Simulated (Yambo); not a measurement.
G0W0@PBEsol for Y$_{2}$CN$_{2}$O$_{2}$ (space group P-3m1, No. 164) in Yambo. Reference settings: 3×3×1 Γ-centred k mesh, 146 bands and a 7 Ry block in the screening, 146 bands in G with the Bruneval-Gonze terminator, plasmon pole fitted at 27.2 eV. The PBEsol gap Γ → Γ on this mesh is 3.91 eV; G0W0 gaps are taken between the same points.

The settings were changed. The gap went from 5.17 eV to 5.05 eV, and the shift of the valence edge from -0.70 eV to -0.33 eV.

Problem. What was changed between the two runs?
A. 41 bands in W, 41 bands in G, 3 Ry block
B. 60 bands in W, 60 bands in G, 3 Ry block
C. 41 bands in W, 41 bands in G, 2 Ry block
D. 41 bands in W, 41 bands in G, 4 Ry block

Solution. B, 60 bands in W, 60 bands in G, 3 Ry block. The others gave (gap, valence shift): 41 bands in W, 41 bands in G, 2 Ry block: 5.49, -0.33 eV; 41 bands in W, 41 bands in G, 3 Ry block: 5.48, -0.32 eV; 41 bands in W, 41 bands in G, 4 Ry block: 5.53, -0.34 eV.

Geometry of the Materials Project entry, not relaxed at this level; primitive cell a = b = 3.6990 Å, c = 8.1689 Å, α = β = 90.00°, γ = 120.00°.

The structure is a Materials Project entry; no match was found in the copy of COD used, and its stability was not checked.

A shift is the quasiparticle energy of the state minus its PBEsol energy.
